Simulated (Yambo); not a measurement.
```
BN
1.0
    1.25112     0.72233     3.37293
   -1.25112     0.72233     3.37293
    0.00000    -1.44467     3.37293
B N
1 1
Cartesian
  0.00000   0.00000  10.11546
  0.00000   0.00000   3.36716
```

BN (rhombohedral, space group R3m, No. 160): G0W0@PBEsol in Yambo (6×6×6 Γ-centred k mesh, 68 bands and a 14 Ry block in the screening, 68 bands in G with the Bruneval-Gonze terminator, plasmon pole fitted at 27.2 eV) on wavefunctions from Quantum ESPRESSO. With the symmetry operations that carry no fractional translation, the mesh has 32 irreducible k points, and the gap (0, 0.333, -0.333) → F is 5.871 eV.

**Question.** What changes when point-group symmetry is switched off and time reversal alone is kept?

**Answer.** The mesh then has 112 irreducible points. The exact result doesn't change; the run gives 5.880 eV, and the difference is numerical residue, whose source wasn't traced. Rough time against the symmetric run: about 3× for the empty bands, about 3× for Yambo (4 states against 4).

Geometry of the Materials Project entry, not relaxed at this level.

This is not the ordinary phase of the substance; no match was found in the copy of COD used, and its stability was not checked.

The distance between layers or molecules is the database entry's, not relaxed here. Functionals without dispersion can leave it too large, which widens gaps and weakens the response across layers: the numbers belong to this cell.
